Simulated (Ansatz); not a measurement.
## AlN (zinc blende): frozen-phonon scan

Relaxed AlN (zinc blende):

```yaml
crystal:
  lattice:
    - [0.00000, 4.40253, 4.40253]
    - [2.20127, 2.20127, 4.40253]
    - [2.20127, 2.20127, 0.00000]
  atoms:
    - { symbol: N, position: [0.00000, 0.75000, 0.75000] }
    - { symbol: N, position: [0.50000, 0.75000, 0.75000] }
    - { symbol: Al, position: [0.00000, 0.00000, 0.00000] }
    - { symbol: Al, position: [0.50000, 0.00000, 0.00000] }
```

The atoms are displaced by Q × the pattern below (from a DFPT mode at X = (0.5, 0.5, 0.0), largest move 1; Q in Å), at fixed cell. It is one choice among 2 degenerate patterns. (q is in reciprocal vectors of the primitive cell; the cell shown is doubled to hold the pattern.)

| atom | x | y | z |
|---|---|---|---|
| N1 | 0.000 | -1.000 | 0.000 |
| N2 | 0.000 | 1.000 | 0.000 |
| Al3 | 0.344 | 0.000 | 0.000 |
| Al4 | -0.344 | 0.000 | 0.000 |

Level of theory: PBE (plane waves to 420 eV, PAW, scalar-relativistic; Ansatz, a first-principles code). k mesh 13×13×13 (Γ-centred), Fermi-Dirac smearing 0.05 eV. The energy includes the smearing's −TS. Stress and pressure are positive under compression. AlN was relaxed with its symmetry unable to fall. The PAW data are Ansatz's earlier set. ΔE is measured from the undisplaced structure.

```json
[
 {"Q (Å)": "-0.180", "ΔE (meV/cell)": "848", "P (GPa)": "8.3", "−dE/dQ from forces (eV/Å)": "9.530"},
 {"Q (Å)": "-0.150", "ΔE (meV/cell)": "587", "P (GPa)": "5.8", "−dE/dQ from forces (eV/Å)": "7.888"},
 {"Q (Å)": "-0.120", "ΔE (meV/cell)": "374", "P (GPa)": "3.7", "−dE/dQ from forces (eV/Å)": "6.274"},
 {"Q (Å)": "-0.090", "ΔE (meV/cell)": "210", "P (GPa)": "2.1", "−dE/dQ from forces (eV/Å)": "4.683"},
 {"Q (Å)": "-0.060", "ΔE (meV/cell)": "93", "P (GPa)": "0.9", "−dE/dQ from forces (eV/Å)": "3.112"},
 {"Q (Å)": "-0.030", "ΔE (meV/cell)": "23", "P (GPa)": "0.2", "−dE/dQ from forces (eV/Å)": "1.553"},
 {"Q (Å)": "0.000", "ΔE (meV/cell)": "0", "P (GPa)": "0.0", "−dE/dQ from forces (eV/Å)": "0.000"},
 {"Q (Å)": "0.030", "ΔE (meV/cell)": "23", "P (GPa)": "0.2", "−dE/dQ from forces (eV/Å)": "-1.553"},
 {"Q (Å)": "0.060", "ΔE (meV/cell)": "93", "P (GPa)": "0.9", "−dE/dQ from forces (eV/Å)": "-3.112"},
 {"Q (Å)": "0.090", "ΔE (meV/cell)": "210", "P (GPa)": "2.1", "−dE/dQ from forces (eV/Å)": "-4.683"},
 {"Q (Å)": "0.120", "ΔE (meV/cell)": "374", "P (GPa)": "3.7", "−dE/dQ from forces (eV/Å)": "-6.274"},
 {"Q (Å)": "0.150", "ΔE (meV/cell)": "587", "P (GPa)": "5.8", "−dE/dQ from forces (eV/Å)": "-7.888"},
 {"Q (Å)": "0.180", "ΔE (meV/cell)": "848", "P (GPa)": "8.3", "−dE/dQ from forces (eV/Å)": "-9.530"}
]
```

What the scan shows:

| Item | Value |
|---|---|
| Energy at Q = 0.180 Å | 848 meV/cell |
| Space group of the distorted cell | C222_1 (No. 20), lowered from F-43m |
| Symmetry of the curve | even: the same for both signs |
| Shape of the curve | a single well with its minimum at or next to zero displacement |
| Harmonic wavenumber from the curvature (finite differences) | 639 cm⁻¹ |
| Wavenumber by perturbation theory (DFPT, on another k mesh) | 639 cm⁻¹ |

(For displaced atoms, the force is minus the slope of the energy, and its curvature is a force constant, which sets phonon frequencies.)
